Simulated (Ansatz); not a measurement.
This cell of GaIr (CsCl type) is off equilibrium:

```xyz
4
Lattice="5.9968 0.0000 0.0000 0.0000 2.9984 0.0000 0.0000 0.0000 2.9984" Properties=species:S:1:pos:R:3 pbc="T T T"
Ga    -0.0333     0.0000     0.0000
Ga     3.0317     0.0000     0.0000
Ir     1.4992     1.4992     1.4992
Ir     4.4976     1.4992     1.4992
```

Method: LDA (plane waves to 420 eV, PAW, scalar-relativistic; Ansatz, a program for electronic structure). k mesh 8×15×15 (Γ-centred), Fermi-Dirac smearing 0.05 eV. Stress and pressure are positive under compression. With partly filled bands, energies and forces of such displacements shift with the k mesh and the smearing. GaIr is run without spin polarisation. GaIr was relaxed with its symmetry unable to fall. Spin-orbit coupling is left out, though Ir is heavy.

Predict the force on every atom, in eV/Å.


```json
[
 {"atom": "Ga1", "Fx": "0.581", "Fy": "0.000", "Fz": "0.000"},
 {"atom": "Ga2", "Fx": "-0.581", "Fy": "0.000", "Fz": "0.000"},
 {"atom": "Ir3", "Fx": "0.000", "Fy": "0.000", "Fz": "0.000"},
 {"atom": "Ir4", "Fx": "0.000", "Fy": "0.000", "Fz": "0.000"}
]
```

(For displaced atoms, the force is minus the slope of the energy, and its curvature is a force constant, which sets phonon frequencies.)
